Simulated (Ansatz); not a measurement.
Os:
```yaml
crystal:
  lattice:
    - [-1.53579, 1.53579, 1.53579]
    - [1.53579, -1.53579, 1.53579]
    - [1.53579, 1.53579, -1.53579]
  atoms:
    - { symbol: Os, position: [0.00000, 0.00000, 0.00000] }
```

Relaxed with r²SCAN.

Map the electron localisation function on the plane through (0.000, 0.000, 0.000) spanned by u = [1, 1, 0] and v = [1, -1, 0] in lattice vectors, from r²SCAN in the plane-wave PAW code Ansatz.

x is the fraction of u, y of v (the angle between them is 90°; rows are the nearest grid lines); atoms in the plane: Os at (0.00, 0.00), Os at (0.50, 0.50).
```
|-+%%+. .-. .+%%+-|
|+#@%+  :-:  +%@#+|
|@@@%=  :-:  =%@@@|
|@@%*-..:-:..-*%@@|
|**+-::-:::-::-+**|
|:::-=-:...:-=-:::|
|..:-=-:::::-=-:..|
|::-::-+***+-::-::|
|-:..-*%@@@%*-..:-|
|-:  =%@@@@@%=  :-|
|-:  +%@#+#@%+  :-|
|-. .+%%+-+%%+. .-|
|-:  +%@#+#@%+  :-|
|-:  =%@@@@@%=  :-|
|-:..-*%@@@%*-..:-|
|::-::-+***+-::-::|
|..:-=-:::::-=-:..|
|:::-=-:...:-=-:::|
|**+-::-:::-::-+**|
|@@%*-..:-:..-*%@@|
|@@@%=  :-:  =%@@@|
|+#@%+  :-:  +%@#+|
|-+%%+. .-. .+%%+-|
```
Scale: ten equal steps from 0.220 (start of ' ') to 0.621 (end of '@'), in the order ' .:-=+*#%@'; x runs from 0.000 to 1.00, y from 0.000 (bottom) to 1.00 (top).

The density is the valence pseudo-density with augmentation charge, so density and ELF within about 1 Å of a nucleus are not all-electron values.

Space group Im-3m (bcc (W type)). The start of the workflow was typed in or built on a structure type; neither database checked (COD, Materials Project) lists it. It is not the phase usual at ambient conditions (space group No. 194). The cell was relaxed with r²SCAN under the symmetry of its start. At this level the phase is mechanically unstable. No spin polarisation was allowed. Spin–orbit coupling is left out wherever it is not named.

Potentials: the earlier of the program's two PAW sets.
